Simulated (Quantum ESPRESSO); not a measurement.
```cif
data_H8B2Na2
_chemical_formula_sum 'H8 B2 Na2'
_space_group_name_H-M_alt 'P 1'
_space_group_IT_number 1
_cell_length_a 4.27632
_cell_length_b 4.27632
_cell_length_c 5.79883
_cell_angle_alpha 90.000
_cell_angle_beta 90.000
_cell_angle_gamma 90.000
loop_
_space_group_symop_operation_xyz
  'x, y, z'
loop_
_atom_site_label
_atom_site_type_symbol
_atom_site_fract_x
_atom_site_fract_y
_atom_site_fract_z
_atom_site_occupancy
H1 H 0.99142 0.23321 0.37928 1
H2 H 0.23321 0.00858 0.62072 1
H3 H 0.00858 0.76679 0.37928 1
H4 H 0.76679 0.99142 0.62072 1
H5 H 0.49142 0.26679 0.12072 1
H6 H 0.73321 0.49142 0.87928 1
H7 H 0.50858 0.73321 0.12072 1
H8 H 0.26679 0.50858 0.87928 1
B1 B 0.50000 0.50000 0.00000 1
B2 B 0.00000 0.00000 0.50000 1
Na1 Na 0.50000 0.50000 0.50000 1
Na2 Na 0.00000 0.00000 0.00000 1
```

The geometry is that of Materials Project entry mp-38725, symmetrised and not relaxed again.

Q: What does PBEsol (pw.x of Quantum ESPRESSO, ONCV potentials, without SOC) give for the electronic structure near the Fermi level?

A: The PBEsol gap is indirect, 6.12 eV, from Γ to 33 % of the way from Γ to Z; the smallest direct gap is 6.15 eV. 

The structure is a Materials Project entry; no match was found in the copy of COD used, and its stability was not checked.
